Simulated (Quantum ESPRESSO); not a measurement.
## Calculated data, AlIn2GaP4 (made-up cell), AlSi3C3N (made-up cell)

Computed with Quantum ESPRESSO 7.5. Calculation on a made-up crystal cell, not a measurement: periodic Kohn-Sham density functional theory in plane waves with PseudoDojo standard norm-conserving scalar-relativistic pseudopotentials, each functional with its own files (v0.5 for PBE, v0.4.1 for LDA and PBEsol), no spin polarisation, no spin-orbit coupling, atoms not relaxed, stress positive in tension, energies less a fixed whole-eV offset for each atom's element; levels are Kohn-Sham levels at fractions of this cell's reciprocal vectors, counted from the reference band (half the neutral cell's valence electrons, rounded up) at Gamma; error bars cover cutoff and k-mesh only, not smearing or the files; added strain carries the atoms with the cell, and shear is the tensor component; each bar is the largest change over components, and at least 0.002 eV, 0.002 eV per angstrom or 0.02 GPa; energies are for the whole cell, and the offsets were chosen from early runs and are not element reference energies.

Settings shared by all entries: functional pbe; fermi dirac smearing 0.025 eV; scf tolerance 1e-07 eV; electrons removed 0.

(1) AlIn2GaP4 (made-up cell)

Unstrained structure:
```
cell vectors (Å)
   5.8847     0.0140     0.0469
   0.0140     5.8972     0.0208
   0.0469     0.0208     5.9030
atoms (fractions of the cell vectors)
Al -0.00955 -0.00526  0.00333
In -0.00457  0.50027  0.50256
In  0.50701  0.00063  0.50027
Ga  0.49441  0.49812 -0.00755
P   0.24517  0.24769  0.24527
P   0.24476  0.75010  0.75418
P   0.75581  0.25093  0.74820
P   0.74471  0.74053  0.25048
```

* lattice type: zincblende/diamond
* cutoff: 1088 eV
* added strain kind: shear xy
* added strain: 0.0184
* k mesh: 4 x 4 x 4, shifted by half a step
* structure shown: before the added strain of 0.0184
* free energy less offsets: -0.5179 eV
* smearing term minus ts: 0 eV
* scf iterations: 11
* pressure: -4.024 GPa
* stress xx: 3.966 GPa
* stress yy: 4.001 GPa
* stress zz: 4.104 GPa
* stress yz: 0.2929 GPa
* stress xz: 0.708 GPa
* stress xy: 2.11 GPa
* error bar energy: 0.007209 eV
* error bar stress: 0.02 GPa
* error bar force: 0.002 eV/Å
* error bars from: tighter rerun of a related cell

Atoms:
```csv
atoms element,atom site,atom energy offset (eV)
Al,1,-64
In,2,-1808
In,3,-1808
Ga,4,-2080
P,5,-189
P,6,-189
P,7,-189
P,8,-189
```

Forces:
```csv
site,x (eV/Å),y (eV/Å),z (eV/Å)
1,0.2216,0.0505,0.09235
2,0.5417,0.08323,0.0861
3,-0.4319,0.1569,0.2583
4,-0.06639,-0.111,0.2001
5,0.04456,-0.1935,-1.066
6,0.01368,0.1508,0.7188
7,-0.3702,-0.3853,1.24
8,0.04695,0.2485,-1.53
```

(2) AlSi3C3N (made-up cell)

Unstrained structure:
```
cell vectors (Å)
   3.2146     0.0106     0.0066
   0.0183     5.5134    -0.0037
   0.0107    -0.0035     5.2812
atoms (fractions of the cell vectors)
Si -0.01003  0.01080 -0.01566
Al  0.51459  0.48965  0.03104
Si  0.48867  0.16269  0.50899
Si  0.02899  0.67081  0.52666
C   0.00278  0.01211  0.36723
C   0.49007  0.48244  0.39236
C   0.51136  0.18598  0.88457
N  -0.02135  0.64196  0.85000
```

- lattice type: wurtzite
- cutoff: 1143 eV
- added strain kind: zz
- added strain: -0.0231
- k mesh: 5 x 4 x 4, shifted by half a step
- structure shown: before the added strain of -0.0231
- free energy less offsets: -2.779 eV
- smearing term minus ts: 0 eV
- scf iterations: 13
- pressure: -8.058 GPa
- stress xx: 17.27 GPa
- stress yy: 8.712 GPa
- stress zz: -1.807 GPa
- stress yz: -0.7442 GPa
- stress xz: 1.684 GPa
- stress xy: 1.226 GPa
- reference band: 16
- error bar energy: 0.01582 eV
- error bar stress: 0.1601 GPa
- error bar force: 0.008701 eV/Å
- error bar next band up: 0.002971 eV
- error bars from: tighter rerun of a related cell

Atoms:
```csv
atoms element,atom site,atom energy offset (eV)
Si,1,-115
Al,2,-64
Si,3,-115
Si,4,-115
C,5,-163
C,6,-163
C,7,-163
N,8,-283
```

Forces:
```csv
site,x (eV/Å),y (eV/Å),z (eV/Å)
1,0.8124,-0.4696,1.248
2,-0.5232,2.491,-1.591
3,0.7156,0.7775,-0.5715
4,-1.036,-1.281,-3.972
5,-0.3694,-1.8,1.123
6,0.5726,2.449,1.989
7,-0.9797,-4.925,-1.973
8,0.8072,2.758,3.748
```

Levels:
```csv
level k point,next band up (eV)
Gamma,2.173
"(1/2,1/2,1/2)",1.616
"(0.15,0,0)",2.73
"(0,0.15,0)",2.312
"(0,0,0.15)",2.294
```

(3) AlSi3C3N (made-up cell)

Structure as in entry 2.

* lattice type: wurtzite
* cutoff: 1143 eV
* added strain kind: zz
* added strain: -0.0166
* k mesh: 5 x 4 x 4, shifted by half a step
* structure shown: before the added strain of -0.0166
* free energy less offsets: -2.779 eV
* smearing term minus ts: 0 eV
* scf iterations: 13
* pressure: -9.319 GPa
* stress xx: 17.31 GPa
* stress yy: 8.849 GPa
* stress zz: 1.796 GPa
* stress yz: -0.8059 GPa
* stress xz: 1.579 GPa
* stress xy: 1.246 GPa
* reference band: 16
* error bar energy: 0.01582 eV
* error bar stress: 0.1601 GPa
* error bar force: 0.008701 eV/Å
* error bar next band up: 0.002971 eV
* error bars from: tighter rerun of a related cell

Atoms:
```csv
atoms element,atom site,atom energy offset (eV)
Si,1,-115
Al,2,-64
Si,3,-115
Si,4,-115
C,5,-163
C,6,-163
C,7,-163
N,8,-283
```

Forces:
```csv
site,x (eV/Å),y (eV/Å),z (eV/Å)
1,0.8143,-0.4808,1.262
2,-0.5246,2.472,-1.45
3,0.7155,0.7665,-0.5379
4,-1.059,-1.29,-3.748
5,-0.3698,-1.777,1.106
6,0.5838,2.431,1.867
7,-0.9815,-4.881,-2.011
8,0.8215,2.759,3.512
```

Levels:
```csv
level k point,next band up (eV)
Gamma,2.197
"(1/2,1/2,1/2)",1.582
"(0.15,0,0)",2.699
"(0,0.15,0)",2.335
"(0,0,0.15)",2.315
```

(4) AlSi3C3N (made-up cell)

Structure as in entry 2.

- lattice type: wurtzite
- cutoff: 1143 eV
- added strain kind: zz
- added strain: -0.0129
- k mesh: 5 x 4 x 4, shifted by half a step
- structure shown: before the added strain of -0.0129
- free energy less offsets: -2.773 eV
- smearing term minus ts: 0 eV
- scf iterations: 13
- pressure: -10.01 GPa
- stress xx: 17.33 GPa
- stress yy: 8.924 GPa
- stress zz: 3.781 GPa
- stress yz: -0.8419 GPa
- stress xz: 1.519 GPa
- stress xy: 1.258 GPa
- reference band: 16
- error bar energy: 0.01582 eV
- error bar stress: 0.1601 GPa
- error bar force: 0.008701 eV/Å
- error bar next band up: 0.002971 eV
- error bars from: tighter rerun of this cell

Atoms:
```csv
atoms element,atom site,atom energy offset (eV)
Si,1,-115
Al,2,-64
Si,3,-115
Si,4,-115
C,5,-163
C,6,-163
C,7,-163
N,8,-283
```

Forces:
```csv
site,x (eV/Å),y (eV/Å),z (eV/Å)
1,0.8152,-0.4874,1.266
2,-0.525,2.462,-1.376
3,0.7152,0.76,-0.5229
4,-1.072,-1.295,-3.623
5,-0.3698,-1.764,1.099
6,0.5901,2.42,1.801
7,-0.9822,-4.855,-2.027
8,0.829,2.76,3.383
```

Levels:
```csv
level k point,next band up (eV)
Gamma,2.21
"(1/2,1/2,1/2)",1.564
"(0.15,0,0)",2.681
"(0,0.15,0)",2.348
"(0,0,0.15)",2.328
```

(5) AlSi3C3N (made-up cell)

Structure as in entry 2.

* lattice type: wurtzite
* cutoff: 1143 eV
* added strain kind: zz
* added strain: -0.0041
* k mesh: 5 x 4 x 4, shifted by half a step
* structure shown: before the added strain of -0.0041
* free energy less offsets: -2.742 eV
* smearing term minus ts: 0 eV
* scf iterations: 13
* pressure: -11.57 GPa
* stress xx: 17.36 GPa
* stress yy: 9.085 GPa
* stress zz: 8.253 GPa
* stress yz: -0.9148 GPa
* stress xz: 1.389 GPa
* stress xy: 1.282 GPa
* reference band: 16
* error bar energy: 0.01582 eV
* error bar stress: 0.1601 GPa
* error bar force: 0.008701 eV/Å
* error bar next band up: 0.002971 eV
* error bars from: tighter rerun of a related cell

Atoms:
```csv
atoms element,atom site,atom energy offset (eV)
Si,1,-115
Al,2,-64
Si,3,-115
Si,4,-115
C,5,-163
C,6,-163
C,7,-163
N,8,-283
```

Forces:
```csv
site,x (eV/Å),y (eV/Å),z (eV/Å)
1,0.817,-0.5022,1.268
2,-0.5258,2.437,-1.213
3,0.7139,0.7446,-0.498
4,-1.1,-1.303,-3.356
5,-0.3696,-1.734,1.093
6,0.6029,2.394,1.663
7,-0.9836,-4.795,-2.058
8,0.8446,2.758,3.099
```

Levels:
```csv
level k point,next band up (eV)
Gamma,2.238
"(1/2,1/2,1/2)",1.518
"(0.15,0,0)",2.639
"(0,0.15,0)",2.376
"(0,0,0.15)",2.354
```
